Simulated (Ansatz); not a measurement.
Relaxed-ion elastic tensor of SiC (wurtzite, space group No. 186) in GPa (Voigt order), PBEsol (plane waves, PAW; program Ansatz); density 3.22 g/cm³, 10.34 Å³ per atom.

```tsv
	1	2	3	4	5	6
1	503	111	57.5	0.0	0.0	0.0
2	111	503	57.5	0.0	0.0	0.0
3	57.5	57.5	544	0.0	0.0	0.0
4	0.0	0.0	0.0	150	0.0	0.0
5	0.0	0.0	0.0	0.0	150	0.0
6	0.0	0.0	0.0	0.0	0.0	196
```

Q: Is the crystal mechanically stable?

A: Yes: the smallest eigenvalue of C is 150 GPa.

Q: Work out the Voigt, Reuss and Hill averages.

A: K_V = 222, K_R = 222, K_H = 222; G_V = 188, G_R = 181, G_H = 184 GPa.

Q: Give Young's modulus, Poisson's ratio, Pugh's ratio and the universal anisotropy index.

A: E = 9KG/(3K + G) = 433 GPa; ν = 0.18; K/G = 1.21 (brittle by the Pugh limit of 1.75); A_U = 5G_V/G_R + K_V/K_R − 6 = 0.18.

Q: Estimate the sound speeds and the Debye temperature.

A: v_l = √((K + 4G/3)/ρ) = 12100 m/s, v_t = √(G/ρ) = 7570 m/s, mean 8330 m/s; Θ = (h/k)(3n/4πV)^(1/3) v_m = 1140 K.

Q: Solve the Christoffel equation for the three sound speeds along x, y, z.

A: Eigenvalues of C_ijkl n_j n_l equal ρv² (piezoelectric stiffening left out). In km/s, slowest first: x 6.82, 7.81, 12.50; y 6.82, 7.81, 12.50; z 6.82, 6.82, 13.00.

Q: How much does each axis shrink under pressure?

A: Linear compressibilities β_i = Σ_j S_ij (j = 1 to 3): x 1.5, y 1.5, z 1.5 per TPa.

Space group P6_3mc (wurtzite). The PBEsol relaxation kept the symmetry of its start.

Potentials: the later of the program's two PAW sets.
